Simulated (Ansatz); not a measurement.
HfO2:
```yaml
crystal:
  lattice:
    - [0.00000, 2.52952, 2.52952]
    - [2.52952, 0.00000, 2.52952]
    - [2.52952, 2.52952, 0.00000]
  atoms:
    - { symbol: Hf, position: [0.00000, 0.00000, 0.00000] }
    - { symbol: O, position: [0.75000, 0.75000, 0.75000] }
    - { symbol: O, position: [0.25000, 0.25000, 0.25000] }
```

Relaxed with r²SCAN.

Q: Map the electron localisation function on the plane through (0.000, 0.000, 0.000) spanned by u = [1, 0, 0] and v = [-1, 1, 1] in lattice vectors, from r²SCAN (plane waves, PAW; program Ansatz).

A: x is the fraction of u, y of v (the angle between them is 90°; rows are the nearest grid lines); atoms in the plane: Hf at (0.00, 0.00), O at (0.50, 0.75), O at (0.50, 0.25).
```
y \ x   0.000  0.111  0.167  0.278  0.389  0.444  0.556  0.611  0.722  0.833  0.889   1.00
------  -----  -----  -----  -----  -----  -----  -----  -----  -----  -----  -----  -----
1.00    0.828  0.854  0.801  0.204  0.068  0.079  0.079  0.068  0.204  0.801  0.854  0.828
0.920   0.849  0.818  0.693  0.142  0.509  0.633  0.633  0.507  0.140  0.692  0.818  0.849
0.840   0.546  0.364  0.180  0.476  0.832  0.797  0.798  0.831  0.469  0.182  0.365  0.546
0.760   0.037  0.047  0.137  0.767  0.733  0.439  0.440  0.732  0.768  0.139  0.047  0.037
0.680   0.022  0.065  0.215  0.717  0.797  0.728  0.729  0.797  0.717  0.215  0.065  0.022
0.600   0.017  0.042  0.107  0.459  0.704  0.750  0.750  0.704  0.459  0.107  0.042  0.017
0.520   0.011  0.018  0.031  0.069  0.101  0.110  0.110  0.101  0.069  0.031  0.018  0.011
0.480   0.011  0.018  0.031  0.069  0.101  0.110  0.110  0.101  0.069  0.031  0.018  0.011
0.400   0.017  0.042  0.107  0.459  0.704  0.750  0.750  0.704  0.459  0.107  0.042  0.017
0.320   0.022  0.065  0.215  0.717  0.797  0.729  0.728  0.797  0.717  0.215  0.065  0.022
0.240   0.037  0.047  0.139  0.768  0.732  0.440  0.439  0.733  0.767  0.137  0.047  0.037
0.160   0.546  0.365  0.182  0.469  0.831  0.798  0.797  0.832  0.476  0.180  0.364  0.546
0.0800  0.849  0.818  0.692  0.140  0.507  0.633  0.633  0.509  0.142  0.693  0.818  0.849
0.000   0.828  0.854  0.801  0.204  0.068  0.079  0.079  0.068  0.204  0.801  0.854  0.828
```

The density is the valence pseudo-density with augmentation charge, so density and ELF within about 1 Å of a nucleus are not all-electron values.

Space group Fm-3m (fluorite). This is a known high-temperature phase of the composition, computed here at zero pressure and temperature. Symmetry was held in the r²SCAN relaxation. At this level the phase is dynamically unstable (imaginary phonons). No spin polarisation was allowed. Spin–orbit coupling is left out wherever it is not named.

Potentials: the earlier of the program's two PAW sets.
